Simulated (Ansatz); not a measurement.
Given:

TiO$_{2}$:
```cif
data_O8Ti4
_chemical_formula_sum 'Ti4 O8'
_space_group_name_H-M_alt 'P 1'
_space_group_IT_number 1
_cell_length_a 4.80445
_cell_length_b 4.86676
_cell_length_c 5.04127
_cell_angle_alpha 90.000
_cell_angle_beta 99.882
_cell_angle_gamma 90.000
loop_
_space_group_symop_operation_xyz
  'x, y, z'
loop_
_atom_site_label
_atom_site_type_symbol
_atom_site_fract_x
_atom_site_fract_y
_atom_site_fract_z
_atom_site_occupancy
Ti1 Ti 0.27700 0.44548 0.71460 1
Ti2 Ti 0.72300 0.55452 0.28540 1
Ti3 Ti 0.72300 0.94548 0.78540 1
Ti4 Ti 0.27700 0.05452 0.21460 1
O1 O 0.44635 0.74204 0.96328 1
O2 O 0.55365 0.25796 0.03672 1
O3 O 0.55365 0.24204 0.53672 1
O4 O 0.44635 0.75796 0.46328 1
O5 O 0.06348 0.32225 0.35236 1
O6 O 0.93652 0.67775 0.64764 1
O7 O 0.93652 0.82225 0.14764 1
O8 O 0.06348 0.17775 0.85236 1
```

This is the r²SCAN-relaxed structure.

Problem. All from the program Ansatz at the r²SCAN level (PAW), unless another level is named. Give the formation energy from the elements (no fitted shifts).

Solution. -3.25 eV/atom.

Problem. Give the electron effective mass.

Solution. 1.6, 1.6, 13 mₑ (principal values).

Problem. Predict the weight of the conduction-edge state by species (Voronoi cells).

Solution. Ti 80 %, O 20 %.

Problem. Next, the valence-band maximum?

Solution. at Γ.

Space group P2_1/c. The workflow started from a Materials Project entry (that database holds measured and hypothetical structures alike); the Crystallography Open Database files this formula in space group No. 14, but the cells were not matched. It is not the phase usual at ambient conditions (space group No. 61, 136, 141). The r²SCAN relaxation kept the symmetry of its start; of distortions, only those at the zone centre were tested. The run is not spin-polarised. The references are the lowest solids computed at this level, not always the standard phases (solids in place of the gases).

Potentials: the earlier of the program's two PAW sets.

Edges and masses are those of Kohn–Sham bands, whose gap is no quasiparticle gap.
